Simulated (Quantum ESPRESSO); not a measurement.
```cif
data_AlGaN2
_chemical_formula_sum 'N2 Al1 Ga1'
_space_group_name_H-M_alt 'P3m1'
_space_group_IT_number 156
_space_group_name_Hall 'P 3 -2"'
_cell_length_a 3.20958
_cell_length_b 3.20958
_cell_length_c 5.20019
_cell_angle_alpha 90.000
_cell_angle_beta 90.000
_cell_angle_gamma 120.000
loop_
_atom_site_label
_atom_site_type_symbol
_atom_site_symmetry_multiplicity
_atom_site_Wyckoff_symbol
_atom_site_fract_x
_atom_site_fract_y
_atom_site_fract_z
_atom_site_occupancy
N1 N 1 a 0.00000 0.00000 0.11258 1
N2 N 1 b 0.33333 0.66667 0.62705 1
Al1 Al 1 b 0.33333 0.66667 0.99927 1
Ga1 Ga 1 a 0.00000 0.00000 0.49749 1
```

The PBEsol cell relaxed from Materials Project entry mp-1228894 was given an isotropic strain of +2 % on all lattice vectors, and the atoms were relaxed again.

**Question.** What does PBEsol (pw.x of Quantum ESPRESSO, ONCV potentials, without SOC) give for the electronic structure near the Fermi level?

**Answer.** The PBEsol gap is direct, 2.42 eV at Γ. Spin-orbit splittings are left out.

The structure is a Materials Project entry; no match was found in the copy of COD used, and its stability was not checked.
